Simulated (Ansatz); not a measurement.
The relaxed structure here is a generated cell of HfO2: the first start was made by placing the elements on the sites of a structure type, and the end was not matched to a known phase here, so it may be hypothetical. Known forms of HfO2 include space group No. 14, 29, 137, 225.

One starting cell of HfO2 (a generated cell, HfO2 built in the AFLOW prototype AB2_hP3_191_a_d (C32, as in AlB2)) was relaxed twice with Ansatz (plane waves, PAW, scalar-relativistic): with r2SCAN at 500 eV and with PBE at 420 eV. The r2SCAN result:

```cif
data_HfO2
_chemical_formula_sum 'Hf1 O2'
_space_group_name_H-M_alt 'P 1'
_space_group_IT_number 1
_cell_length_a 3.57752
_cell_length_b 3.57752
_cell_length_c 2.66185
_cell_angle_alpha 90.000
_cell_angle_beta 90.000
_cell_angle_gamma 120.000
loop_
_space_group_symop_operation_xyz
  'x, y, z'
loop_
_atom_site_label
_atom_site_type_symbol
_atom_site_fract_x
_atom_site_fract_y
_atom_site_fract_z
_atom_site_occupancy
Hf1 Hf 0.00000 0.00000 0.00000 1
O1 O 0.33333 0.66667 0.50000 1
O2 O 0.66667 0.33333 0.50000 1
```

| quantity | r2SCAN | PBE |
|---|---|---|
| space group | P6/mmm | P6/mmm |
| volume (Å³/atom) | 9.83 | ___ |
| a (Å) | 3.578 | ___ |
| c (Å) | 2.662 | ___ |
| gap (eV, no spin-orbit coupling) | 0.00 | ___ |

Fill in the PBE column.


- volume (Å³/atom), PBE: 10.11
- a (Å), PBE: 3.606
- c (Å), PBE: 2.694
- gap (eV, no spin-orbit coupling), PBE: 0.00

Both levels end in the same structure; PBE's volume is 2.8 % larger. Neither column is exact.

No spin polarisation in the result. No Hubbard U is applied.

The run could not lose the symmetry of its start, so the end can be a saddle point.

All atoms sit on sites fixed by symmetry, so only the cell could relax.

Ansatz is a quantum-chemistry and plane-wave program.
